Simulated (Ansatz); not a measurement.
Be:
```yaml
crystal:
  lattice:
    - [2.21400, 0.00000, 0.00000]
    - [-1.10700, 1.91738, 0.00000]
    - [0.00000, 0.00000, 3.49944]
  atoms:
    - { symbol: Be, position: [0.33333, 0.66667, 0.75000] }
    - { symbol: Be, position: [0.66667, 0.33333, 0.25000] }
```

Relaxed with PBE+D3(BJ) (plane waves, PAW; program Ansatz). Indices refer to the conventional cell of P6_3/mmc, a = b = 2.214 Å, c = 3.499 Å, α = β = 90.00°, γ = 120.00°.

Question: Simulate the powder diffraction pattern (Fe Kα, λ = 1.93735 Å; lines above 1 %) up to 2θ = 90°.

Answer: Simulated powder pattern, Fe Kα, λ = 1.93735 Å (kinematic, ideal powder, no thermal factors, no anomalous dispersion; the 30 strongest lines at most, above 1 %, up to 2θ = 90°):

```csv
2θ (°),d (Å),I/Imax (%),hkl
60.69,1.917,25,(1 0 -1 0)
67.23,1.750,25,(0002)
70.35,1.682,100,(1 0 -1 1)
```

Symmetry was held in the PBE+D3(BJ) relaxation. The pairwise dispersion correction was not fitted to metals. Axis ratios of metals converge slowly with the k-mesh, so a and c are less sure than the volume.

Potentials: the earlier of the program's two PAW sets.
